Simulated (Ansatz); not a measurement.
A geometry of InSe away from equilibrium: the start of the relaxation of a relaxed InSe cell, doubled along one cell vector, shaken by Gaussian noise of σ = 0.08 Å a coordinate. Level of theory: PBEsol (plane waves to 420 eV, PAW, scalar-relativistic; Ansatz, an electronic-structure program). Γ-centred k-mesh 4×2×6 on the run's cell (coarser than for final values), Fermi–Dirac smearing 0.05 eV.

```xyz
12
Lattice="7.3890 0.0000 0.0000 -7.3890 12.7981 0.0000 0.0000 0.0000 4.0686" Properties=species:S:1:pos:R:3 pbc="T T T"
In    -1.0617     2.0050     1.4734
In     2.6164     8.3704     1.4906
In     2.4301     4.3897     0.0078
In    -1.2098    10.7521     0.0854
In     2.2607     0.0963     2.6500
In    -1.3418     6.4046     2.7834
Se    -2.5197     4.3514     1.4336
Se     1.0151    10.8437     1.2683
Se     0.9808     2.0399    -0.0813
Se    -2.4879     8.3421     0.1009
Se     5.0845    -0.0718     2.6260
Se     1.3391     6.4136     2.8026
```

Problem. What forces act on the atoms (eV/Å)?

Solution. 
```json
[
 {"atom": "In1", "Fx": "-0.46", "Fy": "0.18", "Fz": "0.58"},
 {"atom": "In2", "Fx": "-0.36", "Fy": "0.46", "Fz": "0.08"},
 {"atom": "In3", "Fx": "0.51", "Fy": "-0.11", "Fz": "0.32"},
 {"atom": "In4", "Fx": "-0.51", "Fy": "0.32", "Fz": "-0.31"},
 {"atom": "In5", "Fx": "0.06", "Fy": "-0.43", "Fz": "-0.18"},
 {"atom": "In6", "Fx": "-0.12", "Fy": "-0.36", "Fz": "-0.20"},
 {"atom": "Se7", "Fx": "0.00", "Fy": "0.08", "Fz": "0.03"},
 {"atom": "Se8", "Fx": "0.62", "Fy": "-0.08", "Fz": "0.25"},
 {"atom": "Se9", "Fx": "0.01", "Fy": "0.04", "Fz": "-0.31"},
 {"atom": "Se10", "Fx": "0.25", "Fy": "0.05", "Fz": "-0.13"},
 {"atom": "Se11", "Fx": "0.15", "Fy": "-0.26", "Fz": "-0.04"},
 {"atom": "Se12", "Fx": "-0.13", "Fy": "0.10", "Fz": "-0.08"}
]
```

Problem. What is the pressure?

Solution. +0.3 GPa, compression positive.

No spin polarisation in the result.

The end of the path is a generated cell of InSe: the first start was made by a random draw of sites in a space group, and the end was not matched to a known phase here, so it may be hypothetical. Known forms of InSe include space group No. 194.
